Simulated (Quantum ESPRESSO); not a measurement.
# Where does O sit best among S sites?

These are calculations, not measurements. They come from pw.x of Quantum ESPRESSO 7.5, a plane-wave density functional program, with PseudoDojo standard norm-conserving files (v0.5 for PBE, v0.4.1 for LDA and PBEsol). The cells are made up: elements, strain and atom displacements were drawn at random, and nothing was relaxed. There is no spin polarisation, spin-orbit coupling or dispersion term.

The cell has 8 sites of a zincblende or diamond lattice. Sites 1 to 4 hold Zn Zn Zn Zn; sites 5 to 8 hold X X X X. Cell vectors in Å: (5.380, -0.033, 0.010); (-0.033, 5.405, 0.045); (0.010, 0.045, 5.465). Settings: PBE, cutoff 1143 eV, 4 x 4 x 4 k mesh shifted by half a step, Fermi-Dirac smearing of 0.025 eV.

In each run one of the sites marked X holds O and the others hold S; cell and positions stay the same. E is the free energy of the cell.

```
site of the guest  first shell  mean distance (Å)  E above the lowest (eV)  P (GPa)  force on the guest (eV/Å)
                5          Zn4              2.318                    0.033    -4.37                      0.364
                6          Zn4              2.430                    0.719    -2.79                      0.240
                7          Zn4              2.353                    0.318    -3.75                      0.604
                8          Zn4              2.296                    0.000    -4.48                      0.353
```

A rerun of one of these cells at 1437 eV and k mesh 6 x 6 x 6 moved values by no more than 0.002 eV in the cell's energy, 0.02 GPa in stress and 0.002 eV/Å in force.

## Reading the table

Site 8 is lowest, by 0.033 eV, over three times the rerun's bound. A straight line of energy against the mean distance has a slope of 5.6 ± 0.6 eV/Å, so the guest costs less on the tighter sites. The positions are random and not relaxed, so the differences hold for this frozen cell and are not site preferences of a real crystal.